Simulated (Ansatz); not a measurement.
RbCaH₃ (cubic perovskite)

```yaml
crystal:
  lattice:
    - [4.39833, 0.00000, 0.00000]
    - [0.00000, 4.39833, 0.00000]
    - [0.00000, 0.00000, 4.39833]
  atoms:
    - { symbol: Rb, position: [0.00000, 0.00000, 0.00000] }
    - { symbol: Ca, position: [0.50000, 0.50000, 0.50000] }
    - { symbol: H, position: [0.50000, 0.00000, 0.50000] }
    - { symbol: H, position: [0.00000, 0.50000, 0.50000] }
    - { symbol: H, position: [0.50000, 0.50000, 0.00000] }
```

The slice is a {110} plane (indices of the conventional cell) through the point (0.000, 0.500, 0.500) (fractional), spanned by u = [100] and v = [011] in vectors of this cell: u (4.40 Å) and v (6.22 Å, at 90° to u). It covers one period; positions are fractions (u, v).

Method: LDA (plane waves to 420 eV, PAW, scalar-relativistic; Ansatz, an electronic-structure program). k mesh 8×8×8. Inside the PAW spheres the values are not all-electron values, and peaks at nuclei hang on which shells count as valence. RbCaH3 was relaxed with its symmetry unable to fall.

Problem. What is the ELF at the density minimum of the shortest Ca–H line in this plane (2.20 Å)?

Solution. 0.2.

Problem. Predict the map of the electrostatic potential energy of an electron, from the cell's mean on the slice.

Solution. 
| v \ u | 0.00 | 0.12 | 0.24 | 0.35 | 0.47 | 0.59 | 0.71 | 0.82 | 0.94 |
|---|---|---|---|---|---|---|---|---|---|
| 0.92 | x | x | 1.2 | x | x | x | <-2.0 | 4.0 | x |
| 0.83 | 6.3 | 5.8 | 3.8 | -0.3 | <-2.0 | <-2.0 | 2.0 | 5.1 | 6.2 |
| 0.75 | 4.1 | 4.3 | 4.6 | 4.4 | 4.1 | 4.2 | 4.5 | 4.5 | 4.2 |
| 0.67 | <-2.0 | -2.0 | 3.0 | 5.2 | 6.0 | 5.7 | 4.3 | 1.0 | <-2.0 |
| 0.58 | x | x | -2.0 | 4.4 | 5.9 | 5.4 | 2.4 | <-2.0 | x |
| 0.50 | x | x | <-2.0 | 3.8 | 5.6 | 5.1 | 1.0 | x | x |
| 0.42 | x | x | -2.0 | 4.4 | 5.9 | 5.4 | 2.4 | <-2.0 | x |
| 0.33 | <-2.0 | -2.0 | 3.0 | 5.2 | 6.0 | 5.7 | 4.3 | 1.0 | <-2.0 |
| 0.25 | 4.1 | 4.3 | 4.6 | 4.4 | 4.1 | 4.2 | 4.5 | 4.5 | 4.2 |
| 0.17 | 6.3 | 5.8 | 3.8 | -0.3 | <-2.0 | <-2.0 | 2.0 | 5.1 | 6.2 |
| 0.08 | x | x | 1.2 | x | x | x | <-2.0 | 4.0 | x |
| 0.00 | x | x | -0.7 | x | x | x | <-2.0 | x | x |

Values: electrostatic potential energy of an electron, from the cell's mean, in eV. Points within 0.9 Å of a nucleus are blanked (x), as the pseudised field means little there. Values under -2 eV are set to -2. The zero, the cell's mean, hangs on the PAW cores.
